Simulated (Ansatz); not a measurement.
**TaF₃ as a host for Cu**

The calculation used Ansatz, DFT PBE+D3(BJ), scalar-relativistic, plane waves, PAW.

Cutoff 420 eV; k points 8×8×8 on the computed 4-atom cell (Γ-centred); Gaussian smearing, width 0.10 eV; no spin polarisation for the host; each changed cell takes a mesh and smearing chosen by its own gap and starts from the host's moments or customary ones, or runs without spin. Cells and atoms are relaxed to the nearest stationary point that keeps the symmetry of their start (forces under 0.02 to 0.04 eV/Å, stress under 0.1 to 0.2 GPa); energies are at zero smearing, without zero-point or thermal terms.

Relaxed host (gap on the mesh 0 eV):

```xyz
4
Lattice="4.1088 0.0000 0.0000 0.0000 4.1088 0.0000 0.0000 0.0000 4.1088" Properties=species:S:1:pos:R:3 pbc="T T T"
Ta    0.0000    0.0000    0.0000
F     2.0544    0.0000    0.0000
F     0.0000    2.0544    0.0000
F     0.0000    0.0000    2.0544
```

Cases: (1) 1 Cu in a 1×1×1 repeat of the cell, at (0.500 0.500 0.500) in fractions of that repeat, 2.91 Å from the nearest atom of the relaxed host; (2) 1 Cu in a 2×1×1 repeat of the cell, at (0.250 0.500 0.500) in fractions of that repeat, 2.91 Å from the nearest atom of the relaxed host.

Problem. Give the energy per Cu taken from Cu metal (negative: uptake is favourable), the mean voltage, the swelling and the final surroundings.

Solution.
| case | formula | energy per Cu (eV) | mean voltage (V) | ΔV (%) | principal strains (%) | nearest host atoms of the first Cu | gap (eV) | moment (μB/cell) |
| --- | --- | --- | --- | --- | --- | --- | --- | --- |
| 1 | TaCuF3 | 3.30 | -3.30 | +5.2 | +1.7 +1.7 +1.7 | 12 (F) from 2.96 Å | 0 | 2.0 |
| 2 | Ta2CuF6 | 2.50 | -2.50 | -2.8 | -0.3 -1.2 -1.2 | 12 (F) from 2.87 Å | 0 | 3.0 |

Each ion keeps what symmetry its start has, so a lower place off a symmetric site can be missed, above all for H.

Voltages count 1 electron per Cu and hold for the ions inside the host, not for its break-up into other phases.

Relaxed structure of case 2, the lowest per ion:

```xyz
9
Lattice="8.1896 0.0000 0.0000 0.0000 4.0581 0.0000 0.0000 0.0000 4.0581" Properties=species:S:1:pos:R:3 pbc="T T T"
Ta    0.0160    0.0000    0.0000
Ta    4.0788    0.0000    0.0000
F     2.0474    0.0000    0.0000
F     6.1422    0.0000    0.0000
F     4.4912    2.0291    0.0000
F    -0.3964    2.0291    0.0000
F     4.4912    0.0000    2.0291
F    -0.3964    0.0000    2.0291
Cu    2.0474    2.0291    2.0291
```

Spin-orbit coupling is left out.

Cost: 3 runs of about 4.3 core-minutes in all, on Arm Neoverse V1 (shared hosts).